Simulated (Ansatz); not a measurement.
Relaxed-ion elastic tensor of TeO3 (ReO3 type, Pm-3m) in GPa (Voigt order), r²SCAN (plane waves, PAW; program Ansatz); density 5.48 g/cm³, 13.29 Å³ per atom.

```
  538  -12.2  -12.2    0.0    0.0    0.0
-12.2    538  -12.2    0.0    0.0    0.0
-12.2  -12.2    538    0.0    0.0    0.0
  0.0    0.0    0.0   84.8    0.0    0.0
  0.0    0.0    0.0    0.0   84.8    0.0
  0.0    0.0    0.0    0.0    0.0   84.8
```

Q: Is the crystal mechanically stable?

A: Yes: the smallest eigenvalue of C is 84.8 GPa.

Q: Work out the Voigt, Reuss and Hill averages.

A: K_V = 171, K_R = 171, K_H = 171; G_V = 161, G_R = 117, G_H = 139 GPa.

Q: Give Young's modulus, Poisson's ratio, Pugh's ratio and the universal anisotropy index.

A: E = 9KG/(3K + G) = 328 GPa; ν = 0.18; K/G = 1.23 (brittle by the Pugh limit of 1.75); A_U = 5G_V/G_R + K_V/K_R − 6 = 1.86.

Q: Estimate the sound speeds and the Debye temperature.

A: v_l = √((K + 4G/3)/ρ) = 8060 m/s, v_t = √(G/ρ) = 5030 m/s, mean 5550 m/s; Θ = (h/k)(3n/4πV)^(1/3) v_m = 697 K.

Q: Give the Zener ratio and Young's modulus along [100], [110] and [111].

A: A = 2C44/(C11 − C12) = 0.31; 1/E = S11 − 2(S11 − S12 − S44/2)Γ with Γ = 0, 1/4, 1/3 gives 537, 256, 218 GPa.

The start of the workflow was typed in or built on a structure type; neither database checked (COD, Materials Project) lists it. COD files the formula under space group No. 167. Its standing as an ambient phase is unchecked. The cell was relaxed with r²SCAN under the symmetry of its start; whether a distortion lowers the energy is not shown. As this level gives no gap, shear constants depend on the k-mesh and smearing (Fermi–Dirac, 0.1 eV here). On the denser mesh and wider smearing of the elastic run this cell carries a stress of 0.5 GPa. Spin–orbit coupling is left out wherever it is not named.

Potentials: the earlier of the program's two PAW sets.
